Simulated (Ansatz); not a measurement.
Start of a relaxation of Cd3HgTe4:

```cif
data_structure
_symmetry_space_group_name_H-M 'I-42m'
_symmetry_Int_Tables_number 121
_cell_length_a 6.1911
_cell_length_b 6.1911
_cell_length_c 12.3822
_cell_angle_alpha 90.000
_cell_angle_beta 90.000
_cell_angle_gamma 90.000
_cell_volume 474.60
loop_
_atom_site_label
_atom_site_type_symbol
_atom_site_symmetry_multiplicity
_atom_site_Wyckoff_symbol
_atom_site_fract_x
_atom_site_fract_y
_atom_site_fract_z
_atom_site_occupancy
Cd1 Cd 4 d 0.00000 0.50000 0.25000 1
Cd2 Cd 2 a 0.00000 0.00000 0.00000 1
Hg1 Hg 2 b 0.50000 0.50000 0.00000 1
Te1 Te 8 i 0.25000 0.75000 0.37500 1
```

Method: DFT PBE, scalar-relativistic, plane waves, PAW in Ansatz 0.2.0. Cutoff 420 eV, Gaussian smearing, Γ-centred meshes. Cell and atoms relax first on a coarse mesh and then on a converged one. In between, the cell is made exact in the group found at 0.06 Å. The steps can't lower the symmetry of their start. No spin polarisation.

A guess keeps its type if space group and coordination stay and the shape of the cell changes little (axis ratios within about 15 %, angles within 6°); the volume may change.

Question: Does this structure survive the relaxation?

Answer: It keeps its type. The symmetry stays I-42m (No. 121). The volume per atom grows by 22.8 %, from 29.7 to 36.4 Å³. The shortest distance goes from 2.68 Å (Cd–Te and Hg–Te) to 2.87 Å (Cd–Te). The ratio c/a of the conventional cell changes by a factor of 1.00. Counting neighbours within 15 % of an atom's shortest distance, the start has Cd 4, Hg 4, Te 4 and the end Cd 4, Hg 4, Te 4.

The last run used an 8×8×8 mesh for its 8-atom cell and Gaussian smearing of 0.01 eV. These runs have no spin–orbit coupling, which can matter for Hg and Te. Symmetry constrained the relaxation, so the result can be a saddle point.
